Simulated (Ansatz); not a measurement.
Two states of Ti₂NiO₄

```
O Ni Ti
1.0
    -3.09724    3.09724    3.98949
     3.09724   -3.09724    3.98949
     3.09724    3.09724   -3.98949
O Ni Ti
8 2 4
Direct
  0.14800 0.40000 0.30800
  0.60000 0.90800 0.74800
  0.09200 0.84000 0.69200
  0.16000 0.85200 0.25200
  0.60200 0.41000 0.75200
  0.15000 0.39800 0.80800
  0.65800 0.85000 0.24800
  0.59000 0.34200 0.19200
  0.00000 0.00000 0.00000
  0.75000 0.25000 0.50000
  0.37500 0.65000 0.77500
  0.35000 0.12500 0.72500
  0.87500 0.60000 0.22500
  0.40000 0.62500 0.27500
```

Level: PBE, with U = 5.84 eV and J = 0.94 eV on Ni d, U = 6.54 eV and J = 0.48 eV on Ti d (all-electron-ortho-atomic projectors); 420 eV; 4×4×4 Γ-centred mesh; methfessel-paxton occupations (width 0.0431 eV); Ansatz 0.2.0, fixed geometry.

State A: Ni9 up, Ni10 up, Ti11 down, Ti12 down, Ti13 down, Ti14 down (collinear spin). State B: Ni9 up, Ni10 up, Ti11 up, Ti12 down, Ti13 down, Ti14 down (collinear spin).

**Question.** Compare the two self-consistent states.

**Answer.** State A is lower by 1.8 meV an atom at zero smearing.

```csv
state,free energy (meV/atom),largest moment in a small sphere (μB),net moment (μB/cell),gap on mesh (eV),pressure (GPa),largest force (eV/Å)
A,0.0,1.67,0.00,2.43,12.1,1.25
B,1.8,1.67,2.00,2.46,12.2,1.28
```

Origin: a known structure type with other elements, at an estimated volume, so it need not be a known compound. Caveats: atoms or cell far from equilibrium; gaps of Fe, Co and Ni magnets come out low on these datasets.
